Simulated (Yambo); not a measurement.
MoF6 (space group Im-3m, No. 229), G0W0@LDA in Yambo (2×2×2 mesh, plasmon pole; 7 Ry block, no terminator). The number N of bands in W and G is varied.

```csv
N,x = 1/N,gap Γ → N (eV),shift of the valence edge (eV)
75,0.01333,9.127,-1.569
107,0.00935,8.975,-1.599
147,0.00680,8.824,-1.667
187,0.00535,?,?
```

### Question
Basis-set arguments suggest E = E∞ + A x. Fix A and E∞ from the two rows above the withheld one, predict the row at 187 bands, and test the form.

### Answer
Gap: A = (8.824 − (8.975))/(0.00680 − 0.00935) = 59.2, E∞ = 8.421 eV, so 8.738 eV is predicted; the run gave 8.752 eV (miss 14 meV). The first two rows have slope 38.2, so the form doesn't hold yet over the whole range. Shift: A = (-1.667 − (-1.599))/(0.00680 − 0.00935) = 26.7, E∞ = -1.848 eV, so -1.706 eV is predicted; the run gave -1.712 eV (miss 6 meV). The first two rows have slope 7.54, so the form doesn't hold yet over the whole range. The other settings are held fixed.

Spin-orbit coupling is not included.

Geometry of the Materials Project entry, not relaxed at this level; primitive cell a = 5.486 Å, b = 5.486 Å, c = 5.486 Å, α = 109.47°, β = 109.47°, γ = 109.47°.

The structure is a Materials Project entry; no match was found in the copy of COD used, and its stability was not checked.

A shift is the quasiparticle energy of the state minus its LDA energy.
